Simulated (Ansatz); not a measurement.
ZnSnN2:
```yaml
crystal:
  lattice:
    - [5.84663, 0.00000, 0.00000]
    - [0.00000, 6.73288, 0.00000]
    - [0.00000, 0.00000, 5.47400]
  atoms:
    - { symbol: Zn, position: [0.58267, 0.87497, 0.99880] }
    - { symbol: Zn, position: [0.41733, 0.12503, 0.49880] }
    - { symbol: Zn, position: [0.91733, 0.37497, 0.49880] }
    - { symbol: Zn, position: [0.08267, 0.62503, 0.99880] }
    - { symbol: Sn, position: [0.58805, 0.37508, 0.99923] }
    - { symbol: Sn, position: [0.41195, 0.62492, 0.49923] }
    - { symbol: Sn, position: [0.91195, 0.87508, 0.49923] }
    - { symbol: Sn, position: [0.08805, 0.12492, 0.99923] }
    - { symbol: N, position: [0.58252, 0.37439, 0.37827] }
    - { symbol: N, position: [0.41748, 0.62561, 0.87827] }
    - { symbol: N, position: [0.91748, 0.87439, 0.87827] }
    - { symbol: N, position: [0.08252, 0.12561, 0.37827] }
    - { symbol: N, position: [0.57996, 0.87569, 0.37369] }
    - { symbol: N, position: [0.42004, 0.12431, 0.87369] }
    - { symbol: N, position: [0.92004, 0.37569, 0.87369] }
    - { symbol: N, position: [0.07996, 0.62431, 0.37369] }
```

Relaxed with r²SCAN. Special points in fractions of this cell's reciprocal vectors: Γ (0.000, 0.000, 0.000); X (0.500, 0.000, 0.000); S (0.500, 0.500, 0.000); Y (0.000, 0.500, 0.000); Z (0.000, 0.000, 0.500); U (0.500, 0.000, 0.500); R (0.500, 0.500, 0.500); T (0.000, 0.500, 0.500).

Q: List the band energies nearest the valence-band maximum at these points for r²SCAN in the plane-wave PAW code Ansatz.

A: In eV from the valence-band maximum; about four levels below and three above (degenerate sets whole), none deeper than 8.9 eV; points with the same levels are listed once.

```tsv
k	below	above
Γ	-0.81 -0.07 -0.04 0.00	0.53 3.27 4.16
X	-0.64 -0.64 -0.40 -0.40	2.93 2.93 4.30 4.30
S	-0.86 -0.86 -0.85 -0.85	3.55 3.55 4.19 4.19
Y	-0.59 -0.59 -0.43 -0.43	2.68 2.68 5.06 5.06
Z	-0.49 -0.49 -0.46 -0.46	2.96 2.96 3.83 3.83
U	-1.01 -1.01 -1.01 -1.01	3.60 3.60 3.60 3.60
R	-1.39 -1.39 -1.18 -1.18	4.13 4.13 4.15 4.15
T	-1.08 -1.08 -0.93 -0.93	3.74 3.74 4.57 4.57
```

Space group Pna2_1. The r²SCAN relaxation kept the symmetry of its start. Scalar-relativistic: spin–orbit coupling is off unless named, which matters more the heavier the elements.

Potentials: the later of the program's two PAW sets.
